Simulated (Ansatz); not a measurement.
Take a crystal in which O has been replaced by Se on all its sites, with the cell rescaled by a rough guess (in some cases also distorted within its space group) and nothing relaxed:

```cif
data_structure
_symmetry_space_group_name_H-M 'P 1'
_symmetry_Int_Tables_number 1
_cell_length_a 6.0539
_cell_length_b 5.5999
_cell_length_c 3.9421
_cell_angle_alpha 76.576
_cell_angle_beta 64.124
_cell_angle_gamma 39.300
_cell_volume 74.84
loop_
_atom_site_label
_atom_site_type_symbol
_atom_site_fract_x
_atom_site_fract_y
_atom_site_fract_z
_atom_site_occupancy
Se1 Se 0.08710 0.08710 0.91290 1
Se2 Se 0.91290 0.91290 0.08710 1
```

Computed with DFT PBEsol, scalar-relativistic, plane waves, PAW (Ansatz).

Cutoff 420 eV; k points 12×12×12 on the computed 2-atom cell (Γ-centred); Gaussian smearing, width 0.10 eV; no spin polarisation.

(1) What pressure does the cell carry?

(2) Is it a metal on this mesh?

The cell holds molecules, and where no dispersion correction was added their binding is poorly described. Spin polarisation was left out, and a magnetic state may lie lower. Some atoms are far too close here, so the PAW spheres overlap strongly and the numbers are rough.

Results:

(1) The pressure is 22.7 GPa (positive in compression), so the cell would expand.

(2) Yes, a band crosses the Fermi level.

This form isn't the element's structure at ambient conditions.